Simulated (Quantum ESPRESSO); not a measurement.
# Band energies of KMgF3

```xyz
5
Lattice="3.9785 0.0000 0.0000 0.0000 3.9785 0.0000 0.0000 0.0000 3.9785" Properties=species:S:1:pos:R:3 pbc="T T T"
F      0.0000     1.9892     0.0000
F      1.9892     0.0000     0.0000
F      0.0000     0.0000     1.9892
Mg     0.0000     0.0000     0.0000
K      1.9892     1.9892     1.9892
```

PBEsol (pw.x of Quantum ESPRESSO, ONCV potentials, without SOC); path ΓXMΓRX,MR; energies in eV from the valence-band maximum.

```csv
k (1/Å),point,band 16,band 17,band 18,band 19,band 20,band 21,band 22,band 23
0.00,Γ,-0.64,-0.64,-0.33,-0.33,-0.33,7.21,9.98,9.98
0.39,,-0.77,-0.75,-0.75,-0.44,-0.44,8.23,10.49,10.55
0.79,X,-0.89,-0.87,-0.87,-0.54,-0.54,10.02,10.38,11.04
0.99,,-1.04,-0.90,-0.60,-0.57,-0.57,10.21,10.46,11.18
1.58,M,-1.06,-1.06,-0.91,-0.91,-0.02,10.86,11.62,12.52
1.95,,-0.96,-0.95,-0.78,-0.69,-0.20,10.02,11.21,11.84
2.51,,-0.67,-0.62,-0.48,-0.36,-0.34,7.46,10.12,10.14
2.70,Γ,-0.64,-0.64,-0.33,-0.33,-0.33,7.21,9.98,9.98
3.04,,-0.84,-0.82,-0.55,-0.36,-0.36,7.99,10.44,10.44
3.38,,-1.23,-1.23,-0.36,-0.36,-0.33,9.56,11.31,11.31
3.89,,-1.17,-1.17,-0.05,-0.05,-0.03,10.40,10.50,10.50
4.06,R,-1.13,-1.13,0.00,0.00,0.00,10.36,10.36,10.36
4.38,,-1.31,-1.18,-0.19,-0.15,-0.07,10.50,10.74,10.82
4.70,,-1.44,-1.02,-0.48,-0.43,-0.30,10.62,10.80,11.82
5.18,X,-0.89,-0.87,-0.87,-0.54,-0.54,10.02,10.38,11.04
5.18,M,-1.06,-1.06,-0.91,-0.91,-0.02,10.86,11.62,12.52
5.50,,-1.43,-1.14,-0.44,-0.44,-0.01,10.69,11.31,11.31
5.97,R,-1.13,-1.13,0.00,0.00,0.00,10.36,10.36,10.36
```

The PBEsol gap is indirect, 7.21 eV, from R to Γ; the smallest direct gap is 7.53 eV.

The cell is held in this high symmetry; tilts and polar distortions were not searched.

Geometry of the Materials Project entry, not relaxed at this level.
